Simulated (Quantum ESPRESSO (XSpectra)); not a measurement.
## The core hole at the Al K edge of Ti3Al (P6₃/mmc)

```
CELL_PARAMETERS angstrom
      5.74770     0.00000     0.00000
     -2.87385     4.97765     0.00000
      0.00000     0.00000     4.63055
ATOMIC_POSITIONS crystal
  Ti 0.82990 0.65980 0.25000
  Ti 0.17010 0.34020 0.75000
  Ti 0.17010 0.82990 0.75000
  Ti 0.82990 0.17010 0.25000
  Ti 0.34020 0.17010 0.25000
  Ti 0.65980 0.82990 0.75000
  Al 0.33333 0.66667 0.25000
  Al 0.66667 0.33333 0.75000
```

Geometry: Materials Project entry mp-1823 (a computed structure). No spin-polarised start was tried. The cell is the entry's, not relaxed again.

Absorber: atom 7, Al on Wyckoff site c (site symmetry -6m2), with 6 Ti at 2.83 Å, 6 Ti at 2.87 Å.

Simulated with Quantum ESPRESSO (XSpectra): LDA, no, half or full core hole, dipole K-edge X-ray absorption, plane waves, Troullier-Martins potentials made with ld1.x and PseudoDojo potentials for the other elements (Perdew-Zunger form enforced), scalar-relativistic, no spin, constant broadening.

Full-hole run: 24-atom cell (absorber images 7.4 Å apart), 67 Ry, k meshes 4×4×4 (SCF) and 4×4×4 (spectrum), Lorentzian half width 0.7 eV. The ground-state test found no gap over 0.25 eV with this functional, so the cell is neutral with smeared occupations; energies count from the Fermi level. Field directions run: x; z, weighted by the site's symmetry in the crystal. Intensities are scaled to a mean of 1 over 0–35 eV.

The half-hole run shares these settings; the run without a hole takes the primitive cell with a 6×6×6 mesh.

```
core hole              mean 0–10 eV  mean 10–20 eV  mean 20–30 eV  highest value below 30 eV
---------------------  ------------  -------------  -------------  -------------------------
none (primitive cell)          0.81           1.15           0.95                        1.6
half                           0.97           1.06           0.95                        1.6
full                           1.13           0.96           0.96                        1.8
```

From no hole to a full hole the mean over the first 10 eV goes from 0.81 through 0.97 to 1.13: the hole pulls absorption towards the edge. The cell size was not varied. Each run counts from its own energy zero.
